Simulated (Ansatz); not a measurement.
## Rh at 7 GPa (stress–strain coefficients): relaxed-ion elastic tensor

Level of theory: Ansatz 0.2.0, DFT PBEsol, scalar-relativistic, plane waves, PAW. Plane waves to 420 eV; Γ-centred k mesh 20×20×20; Fermi-Dirac smearing of 0.15 eV. No spin polarisation.

The cell, relaxed at 7 GPa:
```yaml
crystal:
  lattice:
    - [0.00000, 1.87777, 1.87777]
    - [1.87777, 0.00000, 1.87777]
    - [1.87777, 1.87777, 0.00000]
  atoms:
    - { symbol: Rh, position: [0.00000, 0.00000, 0.00000] }
```

In a metal, frequencies and elastic constants depend on the k mesh and the smearing, soft modes and shear constants most.

Problem. Give the relaxed-ion elastic constants (GPa, Voigt order xx yy zz yz xz xy, on the axes of the cell above).

Solution.
```
502.2 236.4 236.4   0.0   0.0   0.0
236.4 502.2 236.4   0.0   0.0   0.0
236.4 236.4 502.2   0.0   0.0   0.0
  0.0   0.0   0.0 222.9   0.0   0.0
  0.0   0.0   0.0   0.0 222.9   0.0
  0.0   0.0   0.0   0.0   0.0 222.9
```

Problem. Is the crystal stable against homogeneous strain?

Solution. Yes: the least eigenvalue of the tensor is 222.9 GPa.

Problem. And the moduli of a polycrystal (Hill averages)?

Solution. B = 325 GPa, G = 181 GPa, E = 458 GPa, ν = 0.26.

Cost: 1 run of about 1.2 core-minutes, on AMD EPYC 7R43 (Zen 3) (shared hosts).